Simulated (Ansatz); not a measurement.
# Cu3Pt: pressure against volume

Cu3Pt, Pm-3m, a = 3.684 Å. The structure is a COD entry; whether it is the stable form wasn't checked. Ansatz: r2SCAN, PAW, 500 eV, Γ-centred 12×12×12 mesh on 4 atoms, Gaussian smearing 0.10 eV; no spin polarisation. Symmetry fixes shape and atoms, so the cell is only scaled; pressure is positive in compression.

| V (Å³/atom) | P (GPa) |
| --- | --- |
| 10.996 | 33.82 |
| 11.371 | 22.91 |
| 11.746 | 13.84 |
| 12.121 | ? |
| 12.496 | 0.00 |
| 12.871 | -5.21 |
| 13.246 | -9.53 |
| 13.746 | -14.14 |

Question: Take V0 = 12.496 Å³/atom, fit the third-order Birch–Murnaghan form to the other rows, and predict the missing pressure.

Answer: With the Eulerian strain f = ½[(V0/V)^(2/3) − 1] and y = P/[3f(1 + 2f)^(5/2)], the form is the line y = B0 + 1.5 B0 (B0′ − 4) f. Rows (f, y): 0.04450, 204.7; 0.03246, 201.0; 0.02106, 197.6; -0.00976, 186.9; -0.01906, 183.7; -0.03079, 179.4. Means f = 0.006402, y = 192.22; Σ(Δf)² = 0.004638, ΣΔfΔy = 1.563; the slope is their ratio. y = 190.1 + 337.0 f GPa, so B0 = 190.1 GPa and B0′ = 4 + 2 × (337.0)/(3 × 190.1) = 5.18. At V = 12.121, f = 0.01026, y = 193.56 and P = 6.27 GPa. The run gave 6.28 GPa, so the fit is 0.01 GPa too low, within the rms miss on the fitted rows (0.03 GPa).

Spin–orbit coupling is left out, which can shift energies with elements as heavy as these.

Cost: 8 runs of about 5.2 core-minutes in all, on Arm Neoverse V1 (shared hosts).